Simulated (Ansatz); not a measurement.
# Property card for SmO₅

The calculation used Ansatz, DFT PBE, scalar-relativistic, plane waves, PAW, and for the lanthanide a 4f-in-core norm-conserving potential.

Plane waves to 690 eV, a k mesh through Γ of 12×12×8 on the computed 6-atom cell and Gaussian smearing (0.10 eV); no spin polarisation.

The structure is relaxed at this level of theory with its symmetry kept, and needn't be the ground state of this composition.

Space group P6/mmm (No. 191), hexagonal, a = 3.918 Å, c = 5.797 Å. Sm is surrounded by 6 O at 2.26 Å; O on a site of symmetry -6m2 is surrounded by 3 O at 2.26 Å and 3 Sm at 2.26 Å; O on a site of symmetry mmm is surrounded by 4 O at 1.96 Å (long against covalent radii, as for large ions).

- Volume per atom: 12.84 Å³
- Kohn–Sham band gap: none (metal)
- Density of states at the Fermi level: 9.6 states/eV per cell

Spin-orbit coupling is left out, which matters for the bands of heavy elements. The cell holds layers, chains or molecules and no dispersion correction was added, so their binding is poorly described. Spin polarisation was left out, and a magnetic state may lie lower.

Another cell of SmO5 relaxed alike, in P6/mmm, lies 0.89 eV/atom lower, so this cell isn't the stable form at this level.

The cell was found from a structure generator's guess, not taken from experiment.

The lanthanide is trivalent by construction, without f bands, f moments or other valences.
